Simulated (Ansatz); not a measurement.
## Relaxing a structure of Mo

The start is a relaxed Mo cell displaced along its unstable phonon at q = (½, 0, 0) of its primitive reciprocal cell (171i cm⁻¹), largest move 0.15 Å. Cell shape, volume and atoms are optimised at zero target pressure with PBE (plane waves to 420 eV, PAW, scalar-relativistic; Ansatz, a first-principles code). The first steps use a coarse 7×14×13 k-mesh.

Initial structure:
```
Mo
1.0
    2.64679    -5.06152     0.00000
    1.32339     2.53076     0.00000
    0.00000     0.00000     2.52023
Mo
2
Direct
  0.00000   0.00000   0.05952
  0.50000   0.00000   0.94048
```

What is the largest force in the starting geometry, and on which atom (counted from 1)?

1.23 eV/Å, on Mo1, Mo2 (atoms numbered as listed).

How much energy is released per atom?

0.45 eV/atom.

How does the volume change?

-4.4 %, from 16.88 to 16.13 Å³/atom.

Does it find its way back to the structure it was made from?

It does not go back: it reaches I4/mmm (No. 139), 0.53 eV/atom below the parent.

How do the shortest distances between atoms change?

The closest pairs of elements (up to four, under 3.6 Å), start → end: Mo–Mo 2.52 → 2.64 Å.

What band gap does the relaxed structure have at this level?

Zero (metallic).

Write out the relaxed structure.


Space group I4/mmm (No. 139); a = 2.6366 Å, b = 2.6366 Å, c = 4.6410 Å, α = 90.00°, β = 90.00°, γ = 90.00°

```csv
atom,site,symmetry,x,y,z
Mo,2a,4/mmm,0.0000,0.0000,0.0000
```
(The calculation used a cell of 1 atom; values per cell refer to that cell.)

Final values are on a 25×25×25 k-mesh of the relaxed cell. No spin polarisation in the result.

The run could not lose the symmetry of its start: the end is stationary, and may be a saddle point rather than a minimum.

The relaxed structure here is a generated cell of Mo: the first start was made by placing the elements on the sites of a structure type, and the end was not matched to a known phase here, so it may be hypothetical. Known forms of Mo include space group No. 229.
